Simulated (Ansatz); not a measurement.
**Cs$_{2}$AgBiBr$_{6}$: do energies and stresses tell the same story?**

All numbers below come from DFT PBEsol, scalar-relativistic, plane waves, PAW in Ansatz.

Cutoff 420 eV; k points 4×4×4 on the computed 10-atom cell (Γ-centred); Gaussian smearing, width 0.02 eV; no spin polarisation.

Relaxed cell: Fm-3m, a = 11.187 Å, b = 11.187 Å, c = 11.187 Å, α = 90.00°, β = 90.00°, γ = 90.00°, 10 atoms in the primitive cell.

Energies at zero smearing and pressures from the stress tensor, at volumes with shape and atoms relaxed:
```
V (Å³/atom) E − E(first) (meV/atom) P (GPa)
     32.904                     0.00     1.96
     33.954                    -9.24     0.89
     35.005                   -12.06     0.00
     36.055                    -9.62    -0.72
     37.105                    -2.89    -1.31
```

Task: Check P = −dE/dV between neighbouring volumes, and get the bulk modulus from the pressures alone.

Result: With 1 eV/Å³ = 160.2 GPa:
```tsv
middle V (Å³/atom)	−ΔE/ΔV (GPa)	mean P (GPa)
33.429	1.409	1.427
34.479	0.431	0.446
35.530	-0.372	-0.358
36.580	-1.028	-1.016
```

The two differ by 0.02 GPa at most. The mean of two end pressures misses the average over a step by about ΔV² P″/12, up to 0.02 GPa here; with that taken off 0.00 GPa remains. Around V = 35.005 Å³/atom, the two neighbours give B = −V ΔP/ΔV = 35.005 × 1.61 / 2.100 = 26.8 GPa, against B0 = 26.6 GPa from the Birch–Murnaghan fit of the energies.

Spin–orbit coupling is left out, which can shift energies with elements as heavy as these.

Cost: 6 runs of about 5.2 core-minutes in all, on Arm Neoverse V2 (shared hosts).